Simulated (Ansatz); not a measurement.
ScGa, DFT, r2SCAN, PAW with Ansatz's default frozen-core files, scalar-relativistic (Ansatz 0.2.0), run on 2 threads of Arm Neoverse V1 on a shared host.

The cell comes from COD entry 2310243, which wasn't checked; take it as a given geometry.

Command: `ansatz run input.yaml --threads 2 --pin off --max-ram 6144MiB --backend cpu --events-out ev --progress --plain --runs-dir out`

```yaml
crystal:
  lattice:
    - [2.011, -5.1025, 0.0]
    - [2.011, 5.1025, 0.0]
    - [0.0, 0.0, 3.895]
  atoms:
    - { symbol: Sc, position: [0.862, 0.138, 0.25] }
    - { symbol: Sc, position: [0.138, 0.862, 0.75] }
    - { symbol: Ga, position: [0.583, 0.417, 0.25] }
    - { symbol: Ga, position: [0.417, 0.583, 0.75] }
kpoints:
  mp_grid: { grid: [5, 5, 5] }
scf:
  occupations: { method: fermi_dirac, width: 0.08 }
hamiltonian:
  xc: r2scan
  pseudopotentials: { kind: paw }
output:
  forces: true
  stress: true
md:
  timestep: 1.5
  n_steps: 20
  ensemble: nve
  temperature: 500
  initial_velocities: maxwell_boltzmann
  seed: 320708
```

(1) How large is the problem that the program sets up?

(2) Estimate the wall time and the peak memory.

Answers

(1) 63 irreducible k-points, 2027 plane waves at Γ, 29 bands.

(2) 4.8 min of wall time for 92 SCF iterations, with a peak of 0.65 GiB. Times on shared machines scatter by tens of per cent.
